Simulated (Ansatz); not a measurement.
An elastic tensor (GPa, Voigt order, standard axes) from plane-wave PAW LDA (Ansatz code):

```
91.4  56.5   4.7   0.0   0.0   0.0
56.5  91.4   4.7   0.0   0.0   0.0
 4.7   4.7   142   0.0   0.0   0.0
 0.0   0.0   0.0  17.0   0.0   0.0
 0.0   0.0   0.0   0.0  17.0   0.0
 0.0   0.0   0.0   0.0   0.0  68.8
```

Task: Which of these materials gives this?
A) SrHfO3, P4mm (Sr on 1b, Hf on 1a, O on 2c, O on 1a)
B) GaAs, P4/mmm (Ga on 1b, As on 1a)
C) GeTe4Pb3, P4/mmm (Pearson symbol tP8)
D) CsSnI3, P4/mbm (Cs on 2d, Sn on 2b, I on 4h, I on 2a)

Result: C, GeTe4Pb3, P4/mmm (Pearson symbol tP8)

The workflow started from a Materials Project entry (that database holds measured and hypothetical structures alike); the Crystallography Open Database copy checked does not list it. With Ge and Pb taken as one species the cell has the higher symmetry Fm-3m, so it may be an ordered model of a mixed-site phase. Its standing as an ambient phase is unchecked. The cell was relaxed with LDA under the symmetry of its start. At this level the phase is dynamically unstable (imaginary phonons). Spin–orbit coupling is left out wherever it is not named.

Potentials: the later of the program's two PAW sets.
